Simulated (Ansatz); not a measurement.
MnF$_{2}$ (rutile, P4_2/mnm), DFT-PBEsol in the program Ansatz with PAW potentials. The conduction-band minimum lies at Γ, with 1 equivalent valley. Second derivatives d²E/dk² of the lowest band at one valley (eV·Å²), along Cartesian directions:

| direction | d²E/dk² |
|---|---|
| [100] | 14.92 |
| [010] | 13.47 |
| [001] | 14.95 |
| [110] | 14.20 |
| [101] | 14.93 |
| [011] | 14.21 |

Problem. Find the principal effective masses, the density-of-states mass and the conductivity mass.

Solution. Off-diagonal terms follow from H_xy = H[110] − (H_xx + H_yy)/2, and m*/mₑ = 7.620 eV·Å² over each eigenvalue: 0.51, 0.51, 0.57. One valley's DOS mass (m₁m₂m₃)^(1/3) = 0.53, conductivity mass 3/(Σ 1/mᵢ) = 0.53 mₑ.

Problem. What effective density of states Nc follows at 300 K for parabolic valleys?

Solution. Nc = 2.509e19 × 1 × (0.53)^(3/2) ≈ 9.7e18 cm⁻³.

Problem. With the computed static dielectric constant 9.34 (mean of the diagonal), estimate a hydrogenic donor's binding energy and radius.

Solution. E = 13.606 eV × 0.53/9.34² ≈ 83 meV; a = 0.529 Å × ε/m* ≈ 9.3 Å. Semilocal masses tend to be too small where the gap is.

The PBEsol relaxation kept the symmetry of its start, as lowered by the spin order; of distortions, only those at the zone centre were tested. Magnetic state: antiferromagnetic, chosen from 5 collinear starts compared on coarse meshes (ties went to the first, and starts can fall back to one state), not a proven ground state. No Hubbard U is applied. Point labels and valley counts follow the cell and symmetry of the run, lower than the named group.

Potentials: the later of the program's two PAW sets.
